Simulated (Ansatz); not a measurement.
The calculation used DFT PBE, scalar-relativistic, plane waves, PAW in Ansatz. All cells share a 420 eV cutoff and Γ-centred k meshes spaced at most about 0.3 Å⁻¹ (about 0.25 or finer for metals, 2π included). No spin polarisation in the final relaxations.

The zero of energy is the elements' standard structures at the same level (N₂ as a molecule); no fitted shifts are applied.

A relaxed structure of Al2OsN3 has 11.29 Å³/atom, +0.33 eV/atom against the elements, no gap on its mesh:

```cif
data_structure
_symmetry_space_group_name_H-M 'P 1'
_symmetry_Int_Tables_number 1
_cell_length_a 4.0862
_cell_length_b 4.0862
_cell_length_c 4.0862
_cell_angle_alpha 85.852
_cell_angle_beta 85.852
_cell_angle_gamma 85.852
_cell_volume 67.72
loop_
_atom_site_label
_atom_site_type_symbol
_atom_site_fract_x
_atom_site_fract_y
_atom_site_fract_z
_atom_site_occupancy
Al1 Al 0.67216 0.67216 0.67216 1
Al2 Al 0.32784 0.32784 0.32784 1
Os1 Os 0.00000 0.00000 0.00000 1
N1 N 0.50000 0.00000 0.00000 1
N2 N 0.00000 0.50000 0.00000 1
N3 N 0.00000 0.00000 0.50000 1
```

Question: Ru takes the place of Os on the same sites, and the cell is relaxed. What changes?

Answer: Al2RuN3 has a = 5.538 Å, c = 7.624 Å: 11.25 Å³/atom, +0.30 eV/atom against the elements, no gap on its mesh. The volume per atom changes by -0.3 % and the formation energy by -0.04 eV/atom (from unrounded values). Covalent radii: Os 1.44 Å, Ru 1.46 Å; electronegativities 2.20 and 2.20. Around Al lie 3 N at 1.99 Å and 1 Ru at 2.46 Å; around Ru lie 6 N at 2.04 Å and 2 Al at 2.46 Å; N has 2 Al at 1.99 Å and 2 Ru at 2.04 Å.

```
Al Ru N
1.0
     2.76880    1.59857    2.54130
    -2.76880    1.59857    2.54130
     0.00000   -3.19714    2.54130
Al Ru N
2 1 3
Cartesian
  0.0000 0.0000 5.1664
  0.0000 0.0000 2.4575
  0.0000 0.0000 0.0000
  -1.3844 0.7993 1.2707
  1.3844 0.7993 1.2707
  0.0000 -1.5986 1.2707
```

The two cells were relaxed from separate starts that ended on the same group and sites; neither need be the stable form of its compound. Spin–orbit coupling, which can matter for Os, is left out. Cells relaxed within their symmetry can be saddle points.
